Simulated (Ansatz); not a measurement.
**Sn: energy along a strain**

Sn, Fd-3m, a = 6.566 Å. Ansatz: r2SCAN, PAW, 500 eV, Γ-centred 16×16×16 mesh on 2 atoms, Gaussian smearing 0.15 eV; no spin polarisation. Cell vectors (Å): 0.000 3.283 3.283; 3.283 0.000 3.283; 3.283 3.283 0.000. The cell is strained by x per cent times the pattern (1 0 0 0 0 0) in the order xx yy zz yz xz xy (engineering shears), with fractional coordinates held. y is the free energy over the start, V0 = 35.388 Å³/atom.

| x (%) | y (meV/atom) |
| --- | --- |
| -6.00 | 28.22 |
| -4.50 | 15.69 |
| -3.00 | 6.90 |
| 0.00 | 0.00 |
| 1.50 | 1.59 |
| 4.50 | ? |
| 6.00 | 24.59 |

**Question.** Fit y = c1 x + c2 x² + c3 x³ to the other rows, get the stiffness along the pattern, and predict the missing energy.

**Answer.** Least squares on the rows shown. y = −0.031277 x + 0.73355 x² − 0.0075413 x³. The clamped-ion stiffness p·C·p = 2 × 7.336 eV × 160.2 / 35.388 Å³ = 66 GPa, which is C11 in these axes; c1 is there for the stress left in the start, which by itself gives a slope of -0.02 meV/atom per %. At x = 4.50 the fit asked for gives 14.03 meV/atom. The run gave 14.05 meV/atom, so the fit is 0.02 meV/atom too low, a small miss on the scale of the series.

Cost: 7 runs of about 5.4 core-minutes in all, on Intel Xeon Platinum 8375C (Ice Lake) (shared hosts).